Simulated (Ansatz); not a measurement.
Notes on Ga$_{3}$Co

```
CELL_PARAMETERS angstrom
6.22642 0.00000 0.00000
0.00000 6.22642 0.00000
0.00000 0.00000 6.42751
ATOMIC_POSITIONS crystal
Ga 0.15202 0.15202 0.25464
Ga 0.34798 0.65202 0.75464
Ga 0.84798 0.84798 0.25464
Ga 0.65202 0.34798 0.75464
Ga 0.65202 0.34798 0.24536
Ga 0.84798 0.84798 0.74536
Ga 0.34798 0.65202 0.24536
Ga 0.15202 0.15202 0.74536
Co 0.34619 0.34619 0.00000
Co 0.15381 0.84619 0.50000
Co 0.65381 0.65381 0.00000
Co 0.84619 0.15381 0.50000
Ga 0.00000 0.50000 0.00000
Ga 0.00000 0.50000 0.50000
Ga 0.50000 0.00000 0.50000
Ga 0.50000 0.00000 0.00000
```

Method: r2SCAN, no spin polarisation; PAW, plane waves to 500 eV, 6×6×5 Γ-centred mesh, fermi-dirac occupations (width 0.1 eV) (Ansatz 0.2.0), atoms fixed.

Metal or insulator?

It is a metal, with about 3.7 states/eV a cell as the mean within 0.25 eV of the Fermi level, mostly Co d (48 %) and Ga p (42 %).

Where is the largest force?

The largest is on Co12 (and as large on other atoms): 0.19 eV/Å, components (-0.13, 0.13, 0.00). It makes 69° with the line to a nearest neighbour, Ga14 at 2.36 Å.

Is it stable against the elements?

-0.19 eV an atom against the elements' usual phases (free molecules for gases, crystals otherwise, with no correction for O₂ or N₂), so it is bound against them; other compounds may still compete. Relaxing would lower it.

Give the Bader charges.

Bader charges in e: Ga +0.18, Co -0.55. In the mean Ga gives up most and Co takes most.

Origin: a database entry at a rescaled volume. Caveats: no spin polarisation, so a magnetic state may lie lower.
